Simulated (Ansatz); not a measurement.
Cl2 on a (111) slab of Au (Fm-3m (No. 225)), 3 planes, outer planes Au (top) and Au (bottom), 1 a cell of 29.2 Å², relaxed and still whole (its atoms last):

```yaml
crystal:
  lattice:
    - [5.80279, 0.00000, 0.00000]
    - [-2.90140, 5.02536, 0.00000]
    - [0.00000, 0.00000, 24.73606]
  atoms:
    - { symbol: Au, position: [0.33333, 0.16667, 0.32341] }
    - { symbol: Au, position: [0.33333, 0.66667, 0.32341] }
    - { symbol: Au, position: [0.83333, 0.16667, 0.32341] }
    - { symbol: Au, position: [0.83333, 0.66667, 0.32341] }
    - { symbol: Au, position: [0.66665, 0.33330, 0.42342] }
    - { symbol: Au, position: [0.66665, 0.83335, 0.42342] }
    - { symbol: Au, position: [0.16667, 0.33333, 0.42318] }
    - { symbol: Au, position: [0.16670, 0.83335, 0.42342] }
    - { symbol: Au, position: [0.99926, 0.50074, 0.52259] }
    - { symbol: Au, position: [0.99926, 0.99852, 0.52259] }
    - { symbol: Au, position: [0.50148, 0.50074, 0.52259] }
    - { symbol: Au, position: [0.50000, 0.00000, 0.52235] }
    - { symbol: Cl, position: [0.16667, 0.33333, 0.62078] }
    - { symbol: Cl, position: [0.16667, 0.33333, 0.70701] }
```

Computed with Ansatz 0.2.0, DFT PBE+D3(BJ), scalar-relativistic, plane waves, PAW. Plane waves to 420 eV, a k mesh through Γ of 4×4×1 on the computed 14-atom cell and Gaussian smearing (0.10 eV); no spin polarisation. The cell repeats along c with a dipole correction in the vacuum.

It binds with 0.49 eV a molecule against the clean slab and the free molecule (no zero-point or thermal terms); its shortest contact is Cl–Au 2.96 Å. Take first-order desorption with no barrier to adsorption, no reaction on the face and an assumed prefactor of 10^13 s⁻¹.

Q: How long does a molecule stay at 573 K?

A: τ = ν⁻¹·exp(E/k_BT) with k_BT = 0.0494 eV: E/k_BT = 9.9, so τ ≈ 2×10^-9 s. At about one hit a site a second (10⁻⁶ mbar) the coverage is near τ × 1 s⁻¹, so a layer needs roughly 5×10^2 mbar.

Q: Where does its peak lie in a desorption experiment heated at 1 K/s?

A: The peak obeys E/(k_B·T_p²) = (ν/β)·exp(−E/k_BT_p). Solving gives T_p ≈ 180 K (E/k_BT_p = 31.7). An error of 0.1 eV in E moves it by about 37 K, and larger molecules have larger prefactors, which lowers it.

Q: Is this physisorption or chemisorption?

A: The tightest contact, Cl–Au 2.95 Å, is 1.24 times the sum of covalent radii, and deformation and lateral interaction add up to +0.13 eV; about 0.01 e cross the plane between them. It lies between the two: closer or more distorted than a van der Waals contact, longer than a covalent bond.